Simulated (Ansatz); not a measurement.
NbAs$_{2}$:
```xyz
6
Lattice="4.6874 1.7079 0.0000 -4.6874 1.7079 0.0000 -3.8573 0.0000 6.8264" Properties=species:S:1:pos:R:3 pbc="T T T"
Nb    -3.9710     1.7079     1.3416
Nb     0.1137     1.7079     5.4848
As     1.5511     1.7079     3.2179
As    -5.4085     1.7079     3.6085
As    -2.5631     1.7079     6.1092
As    -1.2942     1.7079     0.7172
```

Relaxed with r²SCAN. Special points in fractions of this cell's reciprocal vectors: Γ (0.000, 0.000, 0.000); C (0.294, 0.294, 0.000); C2 (-0.294, 0.706, 0.000); Y2 (-0.500, 0.500, 0.000); M2 (-0.500, 0.500, 0.500); D (-0.268, 0.732, 0.500); D2 (0.268, 0.268, 0.500); A (0.000, 0.000, 0.500); L2 (0.000, 0.500, 0.500); V2 (0.000, 0.500, 0.000).

**Question.** List the band energies nearest the Fermi level at these points for r²SCAN (plane waves, PAW; program Ansatz).

**Answer.** In eV from the Fermi level; about four levels below and three above (degenerate sets whole), none deeper than 8.9 eV; points with the same levels are listed once.

| k | below | above |
|---|---|---|
| Γ | -1.78 -1.11 -0.96 -0.26 | 0.88 1.38 1.92 |
| C | -2.18 -1.65 -1.53 -1.16 | 1.00 1.19 1.82 |
| Y2 | -0.96 -0.89 -0.23 -0.06 | 0.51 0.84 2.09 |
| M2 | -1.69 -0.96 -0.79 -0.66 | 0.05 0.60 1.30 |
| D | -2.49 -2.21 -1.62 -0.88 | 1.24 1.58 1.79 |
| A | -1.83 -1.32 -0.54 -0.22 | 0.01 2.09 2.36 |
| L2 | -2.03 -1.75 -1.55 -0.72 | 0.69 1.43 2.20 |
| V2 | -2.29 -1.95 -1.48 -1.00 | 1.64 2.23 2.39 |

Space group C2/m. The first step of the workflow began from a Materials Project structure, measured or hypothetical; the Crystallography Open Database files this formula in space group No. 12, but the cells were not matched. Its standing as an ambient phase is unchecked. The r²SCAN relaxation kept the symmetry of its start; its stability against distortions is not shown here. No spin polarisation was allowed. A small band overlap can be real or an error of a semilocal functional. Spin–orbit coupling is left out wherever it is not named.

Potentials: the later of the program's two PAW sets.
